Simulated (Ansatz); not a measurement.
Relaxed-ion elastic tensor of Co (hcp (Mg type), P6_3/mmc) in GPa (Voigt order), plane-wave PAW PBEsol (Ansatz code); density 9.44 g/cm³, 10.36 Å³ per atom.

```tsv
	1	2	3	4	5	6
1	412	192	130	0.0	0.0	0.0
2	192	412	130	0.0	0.0	0.0
3	130	130	462	0.0	0.0	0.0
4	0.0	0.0	0.0	109	0.0	0.0
5	0.0	0.0	0.0	0.0	109	0.0
6	0.0	0.0	0.0	0.0	0.0	110
```

### Question
Is the crystal mechanically stable?

### Answer
Yes: the smallest eigenvalue of C is 109 GPa.

### Question
Work out the Voigt, Reuss and Hill averages.

### Answer
K_V = 243, K_R = 243, K_H = 243; G_V = 121, G_R = 118, G_H = 119 GPa.

### Question
Give Young's modulus, Poisson's ratio, Pugh's ratio and the universal anisotropy index.

### Answer
E = 9KG/(3K + G) = 308 GPa; ν = 0.29; K/G = 2.04 (ductile by the Pugh limit of 1.75); A_U = 5G_V/G_R + K_V/K_R − 6 = 0.15.

### Question
Estimate the sound speeds and the Debye temperature.

### Answer
v_l = √((K + 4G/3)/ρ) = 6530 m/s, v_t = √(G/ρ) = 3560 m/s, mean 3970 m/s; Θ = (h/k)(3n/4πV)^(1/3) v_m = 542 K.

### Question
Solve the Christoffel equation for the three sound speeds along x, y, z.

### Answer
Eigenvalues of C_ijkl n_j n_l equal ρv². In km/s, slowest first: x 3.40, 3.41, 6.60; y 3.40, 3.41, 6.60; z 3.40, 3.40, 7.00.

### Question
How much does each axis shrink under pressure?

### Answer
Linear compressibilities β_i = Σ_j S_ij (j = 1 to 3): x 1.4, y 1.4, z 1.4 per TPa.

The PBEsol relaxation kept the symmetry of its start. Magnetic state: ferromagnetic, chosen from 5 collinear starts compared on coarse meshes (ties went to the first, and starts can fall back to one state), not a proven ground state. Textbook magnetic order: ferromagnetic. As this level gives no gap, shear constants depend on the k-mesh and smearing (Fermi–Dirac, 0.1 eV here). On the denser mesh and wider smearing of the elastic run this cell carries a stress of 0.5 GPa.

Potentials: the earlier of the program's two PAW sets.
